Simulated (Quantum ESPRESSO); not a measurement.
## Kohn-Sham bands of HgS (zinc blende)

```xyz
2
Lattice="0.0000 2.9697 2.9697 2.9697 0.0000 2.9697 2.9697 2.9697 0.0000" Properties=species:S:1:pos:R:3 pbc="T T T"
Hg     0.0000     0.0000     0.0000
S     -1.4848    -1.4848    -1.4848
```

Structure: Materials Project mp-1123, symmetrised, not relaxed again. COD (Crystallography Open Database) has the formula in 4 space groups, this one among them (matched by group alone). Level: PBEsol, spinors with spin-orbit coupling; pw.x of Quantum ESPRESSO at 53 Ry with PseudoDojo potentials, 8×8×8 k-points, Wannier90. Density: 10×10×10 mesh, Gaussian smearing 0.01 Ry. With spin-orbit coupling a semilocal functional can close or falsely invert a small gap; the band order was not checked against a better method.

Energies are relative to the Fermi level; weights are on the orthonormalised atomic waves of the pseudopotential files, averaged over the group. 26 electrons a cell are treated as valence.

Task: Into which isolated groups do the bands fall, where do they lie and what are they made of?

Result: 
```tsv
bands	from (eV)	to (eV)	filling	weight on atomic waves
1–2	-114.13	-114.13	filled	Hg 5s 100 %
3–4	-76.13	-76.13	filled	Hg 5p 100 %
5–8	-57.78	-57.78	filled	Hg 5p 100 %
9–10	-13.09	-12.42	filled	S 3s 85 %, Hg 6s 8 %, Hg 5d 7 %
11–14	-7.69	-6.87	filled	Hg 5d 92 %, S 3p 6 %
```

No gap over 0.05 eV opens at the Fermi level at this level of theory; semilocal functionals close the gap of some real semiconductors.
